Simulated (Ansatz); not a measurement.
Ti$_{3}$AlC (anti-perovskite, Pm-3m) at seven volumes, PBEsol (plane waves, PAW; program Ansatz), scaled uniformly. One row is withheld.

```csv
V (Å³/atom),P (GPa)
12.914,18.60
13.340,?
13.766,5.30
14.191,0.01
14.617,-4.54
15.043,-8.45
15.469,-11.82
```

Question: Fit the shown pressures and predict the withheld one.

Answer: Third-order Birch–Murnaghan: P = (3/2)B₀(x^(7/2) − x^(5/2))[1 + (3/4)(B′ − 4)(x − 1)] with x = (V₀/V)^(2/3). Least squares on the six rows gives V₀ = 14.192 Å³/atom, B₀ = 163.1 GPa, B′ = 4.01. At V = 13.340, x = 1.0421 and P = 11.43 GPa. The run itself gave 11.45 GPa.

The workflow started from a Materials Project entry (that database holds measured and hypothetical structures alike); the Crystallography Open Database copy checked does not list it. Whether it is the stable phase at ambient conditions was not checked. Symmetry was held in the PBEsol relaxation; whether a distortion lowers the energy is not shown. The run is not spin-polarised.

Potentials: the earlier of the program's two PAW sets. The files were generated under PBE; for other functionals the program regenerates the frozen cores, and for LDA and PBEsol the local potential too.
